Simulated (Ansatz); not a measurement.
The elements of this relaxed trial crystal are hidden behind letters.

```
lattice vectors (Å)
   6.6959    0.0000    0.0000
   0.0000    6.6959    0.0000
   0.0000    0.0000    6.6959
fractional positions
X 0.0000 0.5000 0.5000
X 0.5000 0.0000 0.5000
X 0.5000 0.5000 0.0000
X 0.5000 0.5000 0.5000
Z 0.5000 0.0000 0.0000
Z 0.0000 0.5000 0.0000
Z 0.0000 0.0000 0.5000
```

Method: DFT PBE, scalar-relativistic, plane waves, PAW (Ansatz). Cutoff 420 eV, Γ-centred 6×6×6 mesh (7-atom cell), Gaussian smearing of 0.10 eV, no spin polarisation.

```
Space group                              : Pm-3m (No. 221)
Conventional cell                        : a = 6.696 Å
Volume per atom                          : 42.89 Å³
Density                                  : 2.42 g/cm³
Formation energy                         : +0.02 eV/atom
Gap on the 6×6×6 mesh of the 7-atom cell : 0 eV (a metal)
```

Energies are uncorrected and count from the elements' standard states at the same level.

Problem. X is an s-block element of period 5 and Z is a p-block element of period 3. Which elements are they?

Solution. X = Rb, Z = S, so the formula is Rb4S3. Density times volume gives a mean mass of 2.42 × 42.89/1.6605 = 62.5 u per atom, and this set has 62.6 u. Among the elements that the hints allow, noble gases aside, only these give it. Around Rb on a site of symmetry 4/mmm lie 2 Rb at 3.35 Å and 4 S at 3.35 Å; Rb on a site of symmetry m-3m has 6 Rb at 3.35 Å; S is surrounded by 4 Rb at 3.35 Å.

The cell is a metal run without spin; a magnetic state may lie lower. A structure relaxed within its symmetry needn't be a true minimum.
